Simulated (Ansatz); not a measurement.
MgS:
```xyz
2
Lattice="0.0000 2.6026 2.6026 2.6026 0.0000 2.6026 2.6026 2.6026 0.0000" Properties=species:S:1:pos:R:3 pbc="T T T"
Mg     0.0000     0.0000     0.0000
S      2.6026     2.6026     2.6026
```

Relaxed with r²SCAN.

Q: Map the electron localisation function on the plane through (0.000, 0.000, 0.000) spanned by u = [1, 0, 0] and v = [0, 1, -1] in lattice vectors, from r²SCAN (plane waves, PAW; program Ansatz).

A: x is the fraction of u, y of v (the angle between them is 90°; rows are the nearest grid lines); atoms in the plane: Mg at (0.00, 0.00), S at (0.50, 0.50).
```
| .--    ...    --. |
|.:-:  ..:::..  :-:.|
|---. .=+++++=. .---|
|-:. .+#%%%%%#+. .:-|
|   .+%@@@@@@@%+.   |
|  .+%@@@@@@@@@%+.  |
| .=#@@@@%%%@@@@#=. |
| .+%@@@%=-=%@@@%+. |
|.:+%@@%=   =%@@%+:.|
|.:+%@@%-   -%@@%+:.|
|.:+%@@%=   =%@@%+:.|
| .+%@@@%=-=%@@@%+. |
| .=#@@@@%%%@@@@#=. |
|  .+%@@@@@@@@@%+.  |
|   .+%@@@@@@@%+.   |
|-:. .+#%%%%%#+. .:-|
|---. .=+++++=. .---|
|.:-:  ..:::..  :-:.|
| .--    ...    --. |
```
Scale: ten equal steps from 0.004 (start of ' ') to 0.880 (end of '@'), in the order ' .:-=+*#%@'; x runs from 0.000 to 1.00, y from 0.000 (bottom) to 1.00 (top).

The density is the valence pseudo-density with augmentation charge, so density and ELF within about 1 Å of a nucleus are not all-electron values.

Space group Fm-3m (rock salt). The r²SCAN relaxation kept the symmetry of its start; phonons on a q-mesh show no instability.

Potentials: the earlier of the program's two PAW sets.
